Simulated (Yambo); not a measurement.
Yambo run on SrTiO3 (cubic perovskite, space group Pm-3m, No. 221). The wavefunctions are PBEsol (pw.x of Quantum ESPRESSO, ONCV potentials, no spin-orbit coupling) ones on a 4×4×4 mesh (20 occupied bands); a = b = c = 3.913 Å, α = β = γ = 90.00°.

Yambo input:

```
rim_cut
gw0
dyson
el_el_corr
HF_and_locXC
cohsex
em1s
RandQpts= 1000000
RandGvec= 1 Ry
EXXRLvcs= 84 Ry
VXCRLvcs= 336 Ry
Chimod= "HARTREE"
% BndsRnXs
 2 | 118 |
%
NGsBlkXs= 8 Ry
% LongDrXs
 1.0 | 1.0 | 1.0 |
%
ExtendOut
% QPkrange
 1 | 1 | 20 | 21 |
 10 | 10 | 20 | 20 |
%
```

k points by index: 1 = Γ, 10 = R.

Table of the .qp output:

```
#    K-point    Band    Eo [eV]    E [eV]    E-Eo [eV]    Vxc [eV]    Vnlxc [eV]    Sc|Eo [eV]    Re(Z)    Im(Z)
#
    1    20    -0.361796    -2.749888    -2.388091    -20.29141    -25.21296    2.533458    1.000000    0.000000
    1    21    1.843752    1.645788    -0.197964    -18.76966    -11.45921    -7.508406    1.000000    0.000000
    10    20    0.000000    -2.346517    -2.346517    -19.94231    -25.03222    2.743394    1.000000    0.000000
```
(The two width columns are left out.) Convergence of these settings isn't established.

Geometry of the Materials Project entry, not relaxed at this level.
